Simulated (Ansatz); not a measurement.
Ni:
```
CELL_PARAMETERS angstrom
      0.00000     1.73938     1.73938
      1.73938     0.00000     1.73938
      1.73938     1.73938     0.00000
ATOMIC_POSITIONS crystal
  Ni 0.00000 0.00000 0.00000
```
Starting moments (μB, in the order of the atoms Ni): 0.8.

Relaxed with r²SCAN. Special points in fractions of this cell's reciprocal vectors: Γ (0.000, 0.000, 0.000); X (0.500, 0.000, 0.500); U (0.625, 0.250, 0.625); K (0.375, 0.375, 0.750); L (0.500, 0.500, 0.500); W (0.500, 0.250, 0.750).

**Question.** List the band energies nearest the Fermi level at these points for DFT-r²SCAN in the program Ansatz with PAW potentials.

**Answer.** In eV from the Fermi level; about four levels below and three above (degenerate sets whole), none deeper than 8.9 eV; … stands for higher levels left out; points with the same levels are listed once.

```
k                      below        above
---  -----------------------  -----------
Γ ↑        -3.10 -3.10 -3.10            …
X ↑  -4.97 -1.02 -1.02 -0.98            …
U ↑  -4.41 -2.72 -1.56 -1.29            …
L ↑  -3.02 -3.02 -1.10 -1.10            …
W ↑  -3.75 -3.75 -1.80 -1.02            …
Γ ↓        -1.71 -1.71 -1.71            …
X ↓        -4.92 -3.90 -0.15  0.59 0.59 …
U ↓  -4.09 -3.49 -1.65 -0.78       0.29 …
L ↓  -4.88 -2.06 -2.06 -0.82            …
W ↓  -3.93 -2.70 -2.70 -1.04       0.59 …
```

Space group Fm-3m (fcc (Cu type)). The r²SCAN relaxation kept the symmetry of its start. Magnetic state: ferromagnetic, chosen from 3 collinear starts compared on coarse meshes (ties went to the first, and starts can fall back to one state), not a proven ground state. Textbook magnetic order: ferromagnetic. Other orbital occupations within this spin state were not tried. For itinerant 3d metals, meta-GGAs of the SCAN family and hybrids are commonly reported to give too large moments.

Potentials: the later of the program's two PAW sets.
